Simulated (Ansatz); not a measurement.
Consider the following.

SnPt₃:
```
SnPt3
1.0
    4.00623     0.00000     0.00000
    0.00000     4.00623     0.00000
    0.00000     0.00000     4.00623
Sn Pt
1 3
Cartesian
  0.00000   0.00000   0.00000
  2.00311   2.00311   0.00000
  0.00000   2.00311   2.00311
  2.00311   0.00000   2.00311
```

This is the PBEsol-relaxed structure.

Problem. All from the program Ansatz at the PBEsol level (PAW), unless another level is named. Estimate the Young's modulus.

Solution. 188 GPa.

Problem. Next, the highest zone-centre frequency?

Solution. 176 cm⁻¹.

Space group Pm-3m (Cu3Au type). The first step of the workflow began from a Materials Project structure, measured or hypothetical; the Crystallography Open Database files this formula in space group No. 221, but the cells were not matched. Whether it is the stable phase at ambient conditions was not checked. The cell was relaxed with PBEsol under the symmetry of its start; of distortions, only those at the zone centre were tested. No spin polarisation was allowed. As this level gives no gap, phonon frequencies hold no LO–TO term and depend on the k-mesh and smearing (Fermi–Dirac, 0.1 eV here). Scalar-relativistic: spin–orbit coupling is off unless named, which matters more the heavier the elements.

Potentials: the later of the program's two PAW sets.
